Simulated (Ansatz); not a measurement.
NaF:
Space group Fm-3m (No. 225); a = 4.5030 Å, b = 4.5030 Å, c = 4.5030 Å, α = 90.00°, β = 90.00°, γ = 90.00°

```json
[
 {"atom": "Na", "site": "4a", "symmetry": "m-3m", "x": "0.0000", "y": "0.0000", "z": "0.0000"},
 {"atom": "F", "site": "4b", "symmetry": "m-3m", "x": "0.5000", "y": "0.5000", "z": "0.5000"}
]
```
(The calculation used a cell of 2 atoms; values per cell refer to that cell.)

This is the LDA-relaxed structure.

Problem. All from LDA in the plane-wave PAW code Ansatz, unless another level is named. Predict the hole effective mass, band 2 of 3 at the edge.

Solution. 5.7 along [100], 5.7 along [110], 7.0 along [111] (mₑ).

Problem. And the hole effective mass, band 3 of 3 at the edge?

Solution. 0.95 along [100], 0.91 along [110], 0.89 along [111] (mₑ).

Problem. Next, the weight of the conduction-edge state by species (Voronoi cells)?

Solution. Na 53 %, F 47 %.

Problem. And the weight of the valence-edge state by species (Voronoi cells)?

Solution. F 97 %, Na 3 %.

The cell was relaxed with LDA under the symmetry of its start; phonons on a q-mesh show no instability.

Potentials: the later of the program's two PAW sets.

Edges and masses are those of Kohn–Sham bands, whose gap is no quasiparticle gap.
